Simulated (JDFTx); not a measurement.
| Property | Value |
|---|---|
| surface | Pt(100) |
| bulk | Pt, Fm-3m, lattice of mp-126 (not re-optimised) |
| slab | 5 atoms in 5 planes, 1x1, 7.9 Å between the outermost planes |
| in-plane cell | 2.788 × 2.788 Å, 7.77 Å² |
| cell height | 23.9 Å |
| sampling | 8×8×1 k mesh, Fermi smearing 0.01 Ha, no spin polarisation |

The reference is PBE, GBRV ultrasoft potentials, plane waves to 20/100 Ha; code: a modified build of JDFTx. Unrelaxed; liquid: linear PCM (GLSSA13), water, 1 M KF. The reference uses energyDiffThreshold 1e-8 (1e-7 at fixed potential) and fluid knormThreshold 1e-11; each other row changes one option in all its runs. SHE scale: U = −μ/e − 4.44 V, by convention.

Options: reference; energyDiffThreshold 1e-5; energyDiffThreshold 1e-6; energyDiffThreshold 1e-10; fluid knormThreshold 1e-9; fluid knormThreshold 1e-10; fluid knormThreshold 1e-12.

Q: Which options move the work function or U_pzc by more than 0.02 from the reference?

A: energyDiffThreshold 1e-5.

```json
[
 {"option": "reference", "F − F(reference), vacuum (meV/cell)": "0.0", "work function (eV)": "5.595", "U_pzc (V)": "0.948", "σ held at 0.45 V (μC/cm²)": "–"},
 {"option": "energyDiffThreshold 1e-5", "F − F(reference), vacuum (meV/cell)": "0.1", "work function (eV)": "5.764", "U_pzc (V)": "0.934", "σ held at 0.45 V (μC/cm²)": "-6.7"},
 {"option": "energyDiffThreshold 1e-6", "F − F(reference), vacuum (meV/cell)": "0.0", "work function (eV)": "5.603", "U_pzc (V)": "0.952", "σ held at 0.45 V (μC/cm²)": "-6.7"},
 {"option": "energyDiffThreshold 1e-10", "F − F(reference), vacuum (meV/cell)": "0.0", "work function (eV)": "5.596", "U_pzc (V)": "0.948", "σ held at 0.45 V (μC/cm²)": "–"},
 {"option": "fluid knormThreshold 1e-9", "F − F(reference), vacuum (meV/cell)": "0.0", "work function (eV)": "5.595", "U_pzc (V)": "0.962", "σ held at 0.45 V (μC/cm²)": "–"},
 {"option": "fluid knormThreshold 1e-10", "F − F(reference), vacuum (meV/cell)": "0.0", "work function (eV)": "5.595", "U_pzc (V)": "0.949", "σ held at 0.45 V (μC/cm²)": "-6.7"},
 {"option": "fluid knormThreshold 1e-12", "F − F(reference), vacuum (meV/cell)": "0.0", "work function (eV)": "5.595", "U_pzc (V)": "0.949", "σ held at 0.45 V (μC/cm²)": "-6.7"}
]
```

A dash marks a run that didn't converge or wasn't made; the third decimal is shown to expose solver noise and isn't converged.
